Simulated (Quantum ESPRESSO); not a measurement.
For atom 5 (O) of Al2O3 in R-3c, a PBE PAW density (pw.x of a modified build of Quantum ESPRESSO, JTH datasets) with the all-electron reconstruction of Petrilli and co-workers gives this field-gradient tensor in Cartesian axes (atomic units, 1 a.u. = 9.7174×10²¹ V/m²):

```
 0.0557   0.0000   0.0000
 0.0000  -0.0438  -0.3248
 0.0000  -0.3248  -0.0120
```

The cell was made here from a computed Materials Project entry: O5 and its equivalents moved by 0.04 Å along (1.00, 0.00, 0.00), space group kept. The parent is Al2O3 in R-3c. Stability against distortions was not tested.  Cores are frozen. Against all-electron runs on small test molecules, this scheme's |Vzz| missed by −7 % on Al, −2 to +6 % on O.

Find the principal values, η_Q, |C_Q|, ν_Q and P_Q for ¹⁷O (I = 5/2, |Q| = 0.0256 barn), and the second-order MAS shift at 21.1 T.

Eigenvalues (principal values) by size: Vxx = 0.0557, Vyy = 0.2973, Vzz = -0.3531 a.u. (they sum to zero).
η_Q = (Vxx − Vyy)/Vzz = 0.68.
|C_Q| = 234.96 MHz × |Q|/barn × |Vzz|/a.u. = 234.96 × 0.0256 × 0.3531 = 2.12 MHz.
Quadrupole frequency ν_Q = 3C_Q/[2I(2I − 1)] = 0.319 MHz, and P_Q = C_Q(1 + η²/3)^½ = 2.28 MHz.
At 21.1 T the Larmor frequency is ν0 = 121.8 MHz, and the second-order shift of the central transition's centre of gravity under MAS is −(3/40)(P_Q/ν0)²[I(I + 1) − 3/4]/[I²(2I − 1)²] × 10⁶ = -2.1 ppm.
